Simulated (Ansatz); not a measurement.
Method: Ansatz 0.2.0, DFT PBE, scalar-relativistic, plane waves, PAW. All cells share a 420 eV cutoff and Γ-centred k meshes spaced about 0.3 Å⁻¹ or finer (0.25 for metals, 2π included). No spin polarisation.

These are static total energies at zero pressure.

Compare these two cells of Si₅PdW, each relaxed at this level.

A.

```yaml
crystal:
  lattice:
    - [4.40584, 0.00000, 0.00000]
    - [0.00000, 4.40584, 0.00000]
    - [0.00000, 0.00000, 5.68566]
  atoms:
    - { symbol: Si, position: [0.00000, 0.50000, 0.72896] }
    - { symbol: Si, position: [0.50000, 0.00000, 0.72896] }
    - { symbol: Si, position: [0.00000, 0.50000, 0.27104] }
    - { symbol: Si, position: [0.50000, 0.00000, 0.27104] }
    - { symbol: Si, position: [0.50000, 0.50000, 0.00000] }
    - { symbol: Pd, position: [0.00000, 0.00000, 0.00000] }
    - { symbol: W, position: [0.00000, 0.00000, 0.50000] }
```

B.

```yaml
crystal:
  lattice:
    - [5.52134, -6.23742, 0.00000]
    - [5.52134, 6.23742, 0.00000]
    - [0.00000, 0.00000, 3.07526]
  atoms:
    - { symbol: Si, position: [0.50000, 0.50000, 0.00000] }
    - { symbol: Si, position: [0.69963, 0.94110, 0.00000] }
    - { symbol: Si, position: [0.94110, 0.69963, 0.00000] }
    - { symbol: Si, position: [0.05890, 0.30038, 0.00000] }
    - { symbol: Si, position: [0.30038, 0.05890, 0.00000] }
    - { symbol: Si, position: [0.00000, 0.00000, 0.00000] }
    - { symbol: Si, position: [0.42936, 0.79495, 0.00000] }
    - { symbol: Si, position: [0.20505, 0.57064, 0.00000] }
    - { symbol: Si, position: [0.57064, 0.20505, 0.00000] }
    - { symbol: Si, position: [0.79495, 0.42936, 0.00000] }
    - { symbol: Pd, position: [0.31729, 0.31729, 0.50000] }
    - { symbol: Pd, position: [0.68271, 0.68271, 0.50000] }
    - { symbol: W, position: [0.81877, 0.18123, 0.50000] }
    - { symbol: W, position: [0.18123, 0.81877, 0.50000] }
```

Problem. Which form is favoured at zero pressure, and by what margin per atom?

Solution. B is lower, by 153 meV/atom. A has space group P4/mmm (No. 123), 15.8 Å³/atom and no gap on its mesh; B has space group Cmmm (No. 65), 15.1 Å³/atom and no gap. Counting Si atoms around Pd and W (those within 1.25 times the shortest such distance or 1.15 times the sum of covalent radii; a plus sign parts nearer from farther groups), A has Pd 8+4, W 8 and B has Pd 10, W 10. B holds Si–Si nets (shortest 2.43 Å); in A the shortest Si–Si distance is 2.60 Å, near bonding range too. The denser one is the lower, and pressure would at first widen the difference. Even the lower one lies +0.12 eV/atom against the reference forms of the elements (uncorrected), so neither is stable at this level. Both come from trial cells of a structure search, whose lowest cell (Pmmm, 14.8 Å³/atom) lies 98 meV/atom below the lower of the two.

Spin–orbit coupling, which can matter for W, is left out. Trial moments fell under 0.15 μB along the way in P4/mmm and Cmmm; another start might hold them. Cells relaxed within their symmetry can be saddle points. Some candidate types were left out of the draw beforehand, so a known form may be missing.
